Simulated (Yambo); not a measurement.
Yambo run on CsCaBr$_{3}$ (cubic perovskite, space group Pm-3m, No. 221). The wavefunctions are PBEsol (pw.x of Quantum ESPRESSO, ONCV potentials, no spin-orbit coupling) ones on a 2×2×2 mesh (20 occupied bands); a = 5.7087 Å, b = 5.7087 Å, c = 5.7087 Å, α = 90.00°, β = 90.00°, γ = 90.00°.

Yambo input:

```
rim_cut
gw0
dyson
el_el_corr
HF_and_locXC
mpa
em1d
RandQpts= 1000000
RandGvec= 1 Ry
EXXRLvcs= 68 Ry
VXCRLvcs= 272 Ry
Chimod= "HARTREE"
% BndsRnXm
 1 | 330 |
%
NGsBlkXm= 8 Ry
% LongDrXm
 1.0 | 1.0 | 1.0 |
%
EnSampXm= "2l"
EnGridXm= "lP"
% EnRngeXm
 0.0 | 40.0 | eV
%
% ImRngeXm
 2.72114 | 27.21138 | eV
%
% DmRngeXm
 0.02721 | 2.72114 | eV
%
ETStpsXm= 8
IntSolXm= "PT"
% GbndRnge
 1 | 330 |
%
GTermKind= "none"
DysSolver= "n"
ExtendOut
% QPkrange
 1 | 1 | 20 | 21 |
 4 | 4 | 20 | 20 |
%
```

k points by index: 1 = Γ, 4 = R.

Resulting energies as the program prints them:

```
#    K-point    Band    Eo [eV]    E [eV]    E-Eo [eV]    Vxc [eV]    Vnlxc [eV]    Sc|Eo [eV]    Sc|E [eV]    dSc/dw|Eo [eV]    Re(Z)    Im(Z)
#
    1    20    -0.251198    -1.727446    -1.476249    -12.88498    -16.59246    1.846006    2.231231    -7.099191    0.793086    -0.001736
    1    21    4.302239    4.990216    0.687977    -7.226819    -3.265591    -3.146908    -3.273251    -4.995633    0.844886    -0.001722
    4    20    0.000000    -1.468033    -1.468033    -12.80703    -16.51433    1.851324    2.239268    -7.189510    0.791004    -0.001711
```
(The two width columns are left out.) Convergence of these settings isn't established.

Geometry of the Materials Project entry, not relaxed at this level.

The structure is a Materials Project entry; no match was found in the copy of COD used, and its stability was not checked.
